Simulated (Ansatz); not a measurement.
ScBeNO:
```
CELL_PARAMETERS angstrom
      3.23745     0.00000     0.00000
     -1.61872     2.80371     0.00000
      0.00000     0.00000     4.73234
ATOMIC_POSITIONS crystal
  Sc 0.33333 0.66667 0.52122
  Be 0.66667 0.33333 0.98874
  O  0.33333 0.66667 0.08959
  N  0.66667 0.33333 0.65044
```

Relaxed with LDA. Special points in fractions of this cell's reciprocal vectors: Γ (0.000, 0.000, 0.000); M (0.500, 0.000, 0.000); K (0.333, 0.333, 0.000); A (0.000, 0.000, 0.500); L (0.500, 0.000, 0.500); H (0.333, 0.333, 0.500).

Problem. List the band energies nearest the valence-band maximum at these points for LDA in the plane-wave PAW code Ansatz.

Solution. In eV from the valence-band maximum; about four levels below and three above (degenerate sets whole), none deeper than 8.9 eV; points with the same levels are listed once.

```csv
k,below,above
Γ,-2.10 -2.10 -1.41 -1.41 -1.05,3.15 5.37 5.37
M,-2.71 -2.47 -0.66 -0.32,4.07 5.53 5.96
K,-2.32 -2.05 -1.18 -0.20,3.30 5.64 5.78
A,-2.32 -2.32 -1.72 -1.21 -1.21,4.29 5.74 5.74
L,-3.06 -1.90 -0.48 0.00,4.17 5.26 6.21
H,-3.25 -0.99 -0.86 -0.09,3.35 5.11 6.19
```

Space group P3m1. The start of the workflow was typed in or built on a structure type; neither database checked (COD, Materials Project) lists it. Its standing as an ambient phase is unchecked. Symmetry was held in the LDA relaxation. At this level the phase is dynamically unstable (imaginary phonons). The run is not spin-polarised. The volume moved by -25 % from the start of the relaxation.

Potentials: the earlier of the program's two PAW sets. The files were generated under PBE; for other functionals the program regenerates the frozen cores, and for LDA and PBEsol the local potential too.
